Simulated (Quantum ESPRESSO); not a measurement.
MoTi6Mg, finding a planted mistake in a log

Computed values, not a measurement. The program is pw.x of Quantum ESPRESSO 7.5 (plane-wave density functional theory). The cell is made up: eight metal atoms on a hexagonal close-packed lattice, with elements, volume, strain and displacements drawn at random and not relaxed, so it may be unstable or far from any real phase. PseudoDojo standard norm-conserving files set the functional (PBE unless stated); there is no spin polarisation or spin-orbit coupling, the Fermi-Dirac width of 0.25 eV means electrons at about 2900 K, and the masses in the input are unused placeholders. A spin test at this wide smearing found no moment, but such smearing suppresses magnetism that the real alloy may have.

Intended input:

```
&control calculation='scf', pseudo_dir='./dojo.nc.sr.pbe.v0_5.standard.upf', outdir='./o', disk_io='minimal', tprnfor=.true., tstress=.true. /
&system ibrav=0, nat=8, ntyp=3, nbnd=65, ecutwfc=84.00895049, nosym=.true., tot_charge=0,
 occupations='smearing', smearing='fd', degauss=0.0183746611
/
&electrons conv_thr=1.470e-08, electron_maxstep=70, mixing_beta=0.5 /
ATOMIC_SPECIES
Mg 1.0 Mg.upf
Mo 1.0 Mo.upf
Ti 1.0 Ti.upf
CELL_PARAMETERS angstrom
0.0889 5.1474 0.0199
2.9462 0.0695 4.706
2.9055 0.0331 -4.6803
ATOMIC_POSITIONS angstrom
Mo 0.0331 0.0155 -0.0127
Ti 2.9175 0.0818 0.0018
Ti 2.9363 1.7944 -2.3393
Ti 2.9474 1.7387 2.3611
Ti 1.5349 2.6581 0.0378
Ti 4.4573 2.6664 0.0349
Ti 1.5283 4.2679 -2.3432
Mg 1.4972 4.3366 2.3426
K_POINTS automatic
5 5 5 1 1 1
```

The log is shortened where brackets say so; the opening notice, blank lines, dates and the lines on written files are dropped, and the path of the files is cut. It prints rydbergs, bohrs and kilobars, and counts compression as positive stress. Its total energy is the free energy E - TS of the whole cell.

Log of the intended run:

```
     Program PWSCF v.7.5
     Parallel version (MPI & OpenMP), running on       4 processor cores
     Number of MPI processes:                 4
     Threads/MPI process:                     1
     [start-up lines left out]
     bravais-lattice index     =            0
     lattice parameter (alat)  =       9.7287  a.u.
     unit-cell volume          =     953.6411 (a.u.)^3
     number of atoms/cell      =            8
     number of atomic types    =            3
     number of electrons       =        96.00
     number of Kohn-Sham states=           65
     kinetic-energy cutoff     =      84.0090  Ry
     charge density cutoff     =     336.0358  Ry
     scf convergence threshold =      1.5E-08
     mixing beta               =       0.5000
     number of iterations used =            8  plain     mixing
     Exchange-correlation= PBE
                           (   1   4   3   4   0   0   0)
     [axes and pseudopotential details left out]
   Cartesian axes
     site n.     atom                  positions (alat units)
         1        Mo     tau(   1) = (   0.0064294   0.0030108  -0.0024669  )
         2        Ti     tau(   2) = (   0.5667023   0.0158890   0.0003496  )
         3        Ti     tau(   3) = (   0.5703540   0.3485486  -0.4543913  )
         4        Ti     tau(   4) = (   0.5725101   0.3377293   0.4586258  )
         5        Ti     tau(   5) = (   0.2981427   0.5163158   0.0073424  )
         6        Ti     tau(   6) = (   0.8657967   0.5179280   0.0067791  )
         7        Ti     tau(   7) = (   0.2968607   0.8290072  -0.4551488  )
         8        Mg     tau(   8) = (   0.2908197   0.8423517   0.4550323  )
     number of k points=    63  Fermi-Dirac smearing, width (Ry)=  0.0184
                       cart. coord. in units 2pi/alat
        k(    1) = (   0.1742600   0.0970104  -0.0011318), wk =   0.0320000
        k(    2) = (   0.3507469   0.0943893  -0.1115831), wk =   0.0320000
     [further k points left out]
     Dense  grid:    99221 G-vectors     FFT dimensions: (  60,  64,  64)
     Estimated max dynamical RAM per process >     353.13 MB
     Estimated total dynamical RAM >       1.31 GB
     Initial potential from superposition of free atoms
     starting charge      95.9882, renormalised to      96.0000
     Starting wfcs are   75 randomized atomic wfcs
     total cpu time spent up to now is        7.3 secs
     per-process dynamical memory:   292.6 Mb
     Self-consistent Calculation
     iteration #  1     ecut=    84.01 Ry     beta= 0.50
     Davidson diagonalization with overlap
     ethr =  1.00E-02,  avg # of iterations =  2.9
     total cpu time spent up to now is       22.2 secs
     total energy              =    -970.78244150 Ry
     estimated scf accuracy    <       1.41093189 Ry
     iteration #  2     ecut=    84.01 Ry     beta= 0.50
     Davidson diagonalization with overlap
     ethr =  1.47E-03,  avg # of iterations =  7.1
     total cpu time spent up to now is       41.5 secs
     total energy              =    -970.55223316 Ry
     estimated scf accuracy    <      15.46651569 Ry
     [iterations 3 to 20 left out]
     iteration # 21     ecut=    84.01 Ry     beta= 0.50
     Davidson diagonalization with overlap
     ethr =  2.61E-11,  avg # of iterations =  5.7
     total cpu time spent up to now is      334.0 secs
     total energy              =    -971.61848177 Ry
     estimated scf accuracy    <       0.00000006 Ry
     iteration # 22     ecut=    84.01 Ry     beta= 0.50
     Davidson diagonalization with overlap
     ethr =  2.61E-11,  avg # of iterations =  2.3
     total cpu time spent up to now is      345.5 secs
     End of self-consistent calculation
     [lines on levels left out]
!    total energy              =    -971.61848177 Ry
     estimated scf accuracy    <          9.4E-09 Ry
     smearing contrib. (-TS)   =      -0.16856211 Ry
     internal energy E=F+TS    =    -971.44991966 Ry
     The total energy is F=E-TS. E is the sum of the following terms:
     one-electron contribution =    -360.99514562 Ry
     hartree contribution      =     208.46110653 Ry
     xc contribution           =    -141.11085093 Ry
     ewald contribution        =    -677.80502965 Ry
     convergence has been achieved in  22 iterations
     Forces acting on atoms (cartesian axes, Ry/au):
     atom    1 type  2   force =    -0.00907378    0.01396894   -0.00747883
     atom    2 type  3   force =    -0.00249020    0.00921886    0.00013229
     atom    3 type  3   force =    -0.00682640   -0.01152444   -0.00197103
     atom    4 type  3   force =     0.01901810   -0.00239584    0.00920123
     atom    5 type  3   force =    -0.01084937   -0.00494664   -0.00539408
     atom    6 type  3   force =     0.00134068   -0.01007713   -0.00373523
     atom    7 type  3   force =    -0.00827004    0.00563939   -0.00028493
     atom    8 type  1   force =     0.01715101    0.00011685    0.00953058
     Total force =     0.042823     Total SCF correction =     0.000157
     Computing stress (Cartesian axis) and pressure
          total   stress  (Ry/bohr**3)                   (kbar)     P=       -6.47
  -0.00007692  -0.00010294   0.00004185          -11.31      -15.14        6.16
  -0.00010294  -0.00010992  -0.00000440          -15.14      -16.17       -0.65
   0.00004185  -0.00000440   0.00005495            6.16       -0.65        8.08
     init_run     :      6.96s CPU      7.28s WALL (       1 calls)
     electrons    :    330.70s CPU    338.12s WALL (       1 calls)
     forces       :      1.82s CPU      1.84s WALL (       1 calls)
     stress       :      6.13s CPU      6.13s WALL (       1 calls)
     [timing details left out]
     PWSCF        :   5m45.68s CPU   5m53.52s WALL
     JOB DONE.
```

A second run was made from an input with one planted mistake. Its log:

```
     Program PWSCF v.7.5
     Parallel version (MPI & OpenMP), running on       4 processor cores
     Number of MPI processes:                 4
     Threads/MPI process:                     1
     [start-up lines left out]
     bravais-lattice index     =            0
     lattice parameter (alat)  =       9.7287  a.u.
     unit-cell volume          =     953.6411 (a.u.)^3
     number of atoms/cell      =            8
     number of atomic types    =            3
     number of electrons       =        96.00
     number of Kohn-Sham states=           65
     kinetic-energy cutoff     =      84.0090  Ry
     charge density cutoff     =     336.0358  Ry
     scf convergence threshold =      1.5E-08
     mixing beta               =       0.5000
     number of iterations used =            8  plain     mixing
     Exchange-correlation= PBE
                           (   1   4   3   4   0   0   0)
     [axes and pseudopotential details left out]
   Cartesian axes
     site n.     atom                  positions (alat units)
         1        Ti     tau(   1) = (   0.0064294   0.0030108  -0.0024669  )
         2        Ti     tau(   2) = (   0.5667023   0.0158890   0.0003496  )
         3        Mo     tau(   3) = (   0.5703540   0.3485486  -0.4543913  )
         4        Ti     tau(   4) = (   0.5725101   0.3377293   0.4586258  )
         5        Ti     tau(   5) = (   0.2981427   0.5163158   0.0073424  )
         6        Ti     tau(   6) = (   0.8657967   0.5179280   0.0067791  )
         7        Ti     tau(   7) = (   0.2968607   0.8290072  -0.4551488  )
         8        Mg     tau(   8) = (   0.2908197   0.8423517   0.4550323  )
     number of k points=    63  Fermi-Dirac smearing, width (Ry)=  0.0184
                       cart. coord. in units 2pi/alat
        k(    1) = (   0.1742600   0.0970104  -0.0011318), wk =   0.0320000
        k(    2) = (   0.3507469   0.0943893  -0.1115831), wk =   0.0320000
     [further k points left out]
     Dense  grid:    99221 G-vectors     FFT dimensions: (  60,  64,  64)
     Estimated max dynamical RAM per process >     353.13 MB
     Estimated total dynamical RAM >       1.31 GB
     Initial potential from superposition of free atoms
     starting charge      95.9882, renormalised to      96.0000
     Starting wfcs are   75 randomized atomic wfcs
     total cpu time spent up to now is        5.9 secs
     per-process dynamical memory:   284.3 Mb
     Self-consistent Calculation
     iteration #  1     ecut=    84.01 Ry     beta= 0.50
     Davidson diagonalization with overlap
     ethr =  1.00E-02,  avg # of iterations =  3.0
     total cpu time spent up to now is       19.4 secs
     total energy              =    -970.83095859 Ry
     estimated scf accuracy    <       1.33833009 Ry
     iteration #  2     ecut=    84.01 Ry     beta= 0.50
     Davidson diagonalization with overlap
     ethr =  1.39E-03,  avg # of iterations =  7.9
     total cpu time spent up to now is       39.1 secs
     total energy              =    -970.64800840 Ry
     estimated scf accuracy    <      13.88858147 Ry
     [iterations 3 to 18 left out]
     iteration # 19     ecut=    84.01 Ry     beta= 0.50
     Davidson diagonalization with overlap
     ethr =  1.58E-10,  avg # of iterations =  1.0
     total cpu time spent up to now is      287.0 secs
     total energy              =    -971.61633986 Ry
     estimated scf accuracy    <       0.00000003 Ry
     iteration # 20     ecut=    84.01 Ry     beta= 0.50
     Davidson diagonalization with overlap
     ethr =  3.40E-11,  avg # of iterations =  4.0
     total cpu time spent up to now is      300.6 secs
     End of self-consistent calculation
     [lines on levels left out]
!    total energy              =    -971.61633986 Ry
     estimated scf accuracy    <       0.00000001 Ry
     smearing contrib. (-TS)   =      -0.17022397 Ry
     internal energy E=F+TS    =    -971.44611589 Ry
     The total energy is F=E-TS. E is the sum of the following terms:
     one-electron contribution =    -361.23247784 Ry
     hartree contribution      =     208.60342544 Ry
     xc contribution           =    -141.11791105 Ry
     ewald contribution        =    -677.69915244 Ry
     convergence has been achieved in  20 iterations
     Forces acting on atoms (cartesian axes, Ry/au):
     atom    1 type  3   force =    -0.01136878    0.01459775    0.00007131
     atom    2 type  3   force =    -0.00080713    0.01456022   -0.00650191
     atom    3 type  2   force =    -0.00855218   -0.00462532    0.00208769
     atom    4 type  3   force =     0.01097637    0.00516867    0.00228985
     atom    5 type  3   force =    -0.00436508   -0.01556851   -0.00901768
     atom    6 type  3   force =    -0.00324871   -0.01056488    0.00200964
     atom    7 type  3   force =     0.00355650   -0.00272437   -0.00116920
     atom    8 type  1   force =     0.01380900   -0.00084356    0.01023029
     Total force =     0.040436     Total SCF correction =     0.000222
     Computing stress (Cartesian axis) and pressure
          total   stress  (Ry/bohr**3)                   (kbar)     P=       -5.34
  -0.00007424  -0.00010752  -0.00000982          -10.92      -15.82       -1.44
  -0.00010752  -0.00005765   0.00000499          -15.82       -8.48        0.73
  -0.00000982   0.00000499   0.00002307           -1.44        0.73        3.39
     init_run     :      5.46s CPU      5.73s WALL (       1 calls)
     electrons    :    291.99s CPU    294.65s WALL (       1 calls)
     forces       :      1.92s CPU      1.93s WALL (       1 calls)
     stress       :      5.95s CPU      5.96s WALL (       1 calls)
     [timing details left out]
     PWSCF        :   5m 5.57s CPU   5m 8.54s WALL
     JOB DONE.
```

Question: the log repeats what the program read. Compare it with the intended run: what was wrong in the second input?

Answer: two atoms have their elements exchanged. The input lines that differ:

```
- Mo 0.0331 0.0155 -0.0127
+ Ti 0.0331 0.0155 -0.0127
- Ti 2.9363 1.7944 -2.3393
+ Mo 2.9363 1.7944 -2.3393
```

|  | intended run | run with the mistake |
| --- | --- | --- |
| free energy (eV) | -13219.543 | -13219.514 |
| entropy term -TS, part of it (eV) | -2.293 | -2.316 |
| pressure (GPa) | -0.65 | -0.53 |
| size of the largest force component (eV/Å) | 0.489 | 0.400 |
| largest change of a force component (eV/Å) |  | 0.304 |
| iterations | 22 | 20 |

For scale, a rerun of the intended cell at a higher cutoff and on a denser mesh moved values by no more than 0.003 eV in energy, 0.02 GPa in stress and 0.004 eV/Å in force, and a second program with other atomic files agreed on that cell to 2 % rms in force and 0.5 GPa in pressure.